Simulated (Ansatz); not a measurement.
Relaxation of a relaxed Hf cell stretched uniformly to 115 % of its volume; 2 atoms in the cell, which starts as P6₃/mmc (No. 194), hP2; a = b = 3.350 Å, c = 5.288 Å, α = β = 90.00°, γ = 120.00°. These are r2SCAN (plane waves to 500 eV, PAW, scalar-relativistic; Ansatz, a quantum-chemistry and plane-wave program) values and carry that method's errors. Γ-centred k-mesh 11×11×6 on the run's cell (coarser than for final values), Fermi–Dirac smearing 0.05 eV. This is the first round of the run. 

The optimiser's lines from the output (shortened; P is positive under compression):

```
relax step   1: F+E_penalty+E_count = -31465.84951059 eV  Δ(F+E_penalty+E_count) = +0.000e0 eV  max|allowed force component| = 3.007e-16 eV/Å  Δτ_max = 0.0000 Å  P = -12.245 GPa  Ω = 51.407 Å³  (7 SCF iters, dr2 threshold 1.00e-7 eV, accepted)
relax step   2: F+E_penalty+E_count = -31466.12842899 eV  Δ(F+E_penalty+E_count) = -2.789e-1 eV  max|allowed force component| = 1.480e-16 eV/Å  Δτ_max = 0.0000 Å  P = +1.259 GPa  Ω = 44.282 Å³  (8 SCF iters, dr2 threshold 2.00e-7 eV, accepted)
relax step   3: F+E_penalty+E_count = -31466.13022126 eV  Δ(F+E_penalty+E_count) = -1.792e-3 eV  max|allowed force component| = 9.252e-18 eV/Å  Δτ_max = 0.0000 Å  P = -0.226 GPa  Ω = 44.861 Å³  (6 SCF iters, dr2 threshold 2.00e-7 eV, accepted)
relax step   4: F+E_penalty+E_count = -31466.13029494 eV  Δ(F+E_penalty+E_count) = -7.368e-5 eV  max|allowed force component| = 1.943e-16 eV/Å  Δτ_max = 0.0000 Å  P = -0.002 GPa  Ω = 44.772 Å³  (4 SCF iters, dr2 threshold 1.51e-7 eV, accepted)
relax step   5: F+E_penalty+E_count = -31466.12981542 eV  Δ(F+E_penalty+E_count) = +4.795e-4 eV  max|allowed force component| = 1.758e-16 eV/Å  Δτ_max = 0.0000 Å  P = -0.011 GPa  Ω = 44.772 Å³  stress off target by 1.09e-2 GPa  SCF on the basis re-selected at this cell (its energy is not comparable with the rows above)  (7 SCF iters)
```

From the first to the last row the energy changes by -0.14 eV/atom and the volume by -12.9 %. The last row is marked as not comparable with the walk above it, whose basis was carried along; it does compare with step 1, since both stand on a basis selected at the nominal cutoff for their own cell.

Later rounds, restarted from the end of this one on a renewed k-mesh, logged 8 more steps and released under 0.01 eV/atom more. The final structure after all rounds: P6₃/mmc (No. 194), hP2, hcp (Mg type); a = 3.198 Å, b = 3.198 Å, c = 5.047 Å, α = 90.00°, β = 90.00°, γ = 120.00°. Between re-selections the logged energies stand on a plane-wave basis carried along with the cell. No spin polarisation in the result.

The run could not lose the symmetry of its start.

All atoms sit on sites fixed by symmetry, so only the cell could relax.
